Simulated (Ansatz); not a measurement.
Ba2YHO3 in space group I4mm (No. 107; Pearson symbol tI14) at seven volumes, DFT-PBE in the program Ansatz with PAW potentials, shape and atoms relaxed at each. One row is withheld.

```tsv
V (Å³/atom)	P (GPa)
17.220	8.59
17.788	5.24
18.356	?
18.923	-0.01
19.491	-2.03
20.059	-3.74
20.626	-5.16
```

**Question.** Fit the shown pressures and predict the withheld one.

**Answer.** Third-order Birch–Murnaghan: P = (3/2)B₀(x^(7/2) − x^(5/2))[1 + (3/4)(B′ − 4)(x − 1)] with x = (V₀/V)^(2/3). Least squares on the six rows gives V₀ = 18.921 Å³/atom, B₀ = 73.22 GPa, B′ = 4.66. At V = 18.356, x = 1.0204 and P = 2.38 GPa. The run itself gave 2.40 GPa.

The start of the workflow was typed in or built on a structure type; neither database checked (COD, Materials Project) lists it. Its standing as an ambient phase is unchecked. The PBE relaxation kept the symmetry of its start; whether a distortion lowers the energy is not shown. No spin polarisation was allowed. Scalar-relativistic: spin–orbit coupling is off unless named, which matters more the heavier the elements.

Potentials: the earlier of the program's two PAW sets.
